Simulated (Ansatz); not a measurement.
Os:
```cif
data_Os2
_chemical_formula_sum 'Os2'
_space_group_name_H-M_alt 'P63/mmc'
_space_group_IT_number 194
_space_group_name_Hall '-P 6c 2c'
_cell_length_a 2.73322
_cell_length_b 2.73322
_cell_length_c 4.31153
_cell_angle_alpha 90.000
_cell_angle_beta 90.000
_cell_angle_gamma 120.000
loop_
_atom_site_label
_atom_site_type_symbol
_atom_site_symmetry_multiplicity
_atom_site_Wyckoff_symbol
_atom_site_fract_x
_atom_site_fract_y
_atom_site_fract_z
_atom_site_occupancy
Os1 Os 2 d 0.66667 0.33333 0.25000 1
```

Relaxed at zero pressure with DFT-r²SCAN+D4 in the program Ansatz with PAW potentials.

### Question
The volume is raised by 9 % and shape and atoms relax at that volume. What pressure results, and how do the axes share the change?

### Answer
-30.4 GPa; a 3.1 %, b 3.1 %, c 2.6 %; the energy rises by 130 meV/atom.

### Question
Give the new structure.

### Answer

Space group P6₃/mmc (No. 194); a = 2.818 Å, b = 2.818 Å, c = 4.422 Å, α = 90.00°, β = 90.00°, γ = 120.00°

```csv
atom,site,symmetry,x,y,z
Os,2d,-6m2,0.6667,0.3333,0.2500
```

The phase is kept; no other phase was compared at this pressure.

Space group P6_3/mmc (hcp (Mg type)). Symmetry was held in the r²SCAN+D4 relaxation. No spin polarisation was allowed. The pairwise dispersion correction was not fitted to metals. Axis ratios of metals converge slowly with the k-mesh, so a and c are less sure than the volume. Scalar-relativistic: spin–orbit coupling is off unless named, which matters more the heavier the elements.

Potentials: the later of the program's two PAW sets.
